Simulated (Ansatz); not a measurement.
Data:

InSb:
```xyz
4
Lattice="4.5471 0.0000 0.0000 -2.2735 3.9379 0.0000 0.0000 0.0000 7.4873" Properties=species:S:1:pos:R:3 pbc="T T T"
In     2.2735     1.3126     7.3975
In     0.0000     2.6253     3.6539
Sb     2.2735     1.3126     2.7103
Sb     0.0000     2.6253     6.4539
```

This is the LDA-relaxed structure.

**Question.** All from the program Ansatz at the LDA level (PAW), unless another level is named. Estimate the bulk modulus (Birch–Murnaghan fit).

**Answer.** 46.2 GPa.

**Question.** Next, the highest zone-centre frequency?

**Answer.** 180 cm^-1.

Space group P6_3mc (wurtzite). The workflow started from a Materials Project entry (that database holds measured and hypothetical structures alike); the Crystallography Open Database copy checked does not list it. It is not the phase usual at ambient conditions (space group No. 216). The cell was relaxed with LDA under the symmetry of its start; of distortions, only those at the zone centre were tested. As this level gives no gap, phonon frequencies hold no LO–TO term and depend on the k-mesh and smearing (Fermi–Dirac, 0.1 eV here). Spin–orbit coupling is left out wherever it is not named.

Potentials: the later of the program's two PAW sets.
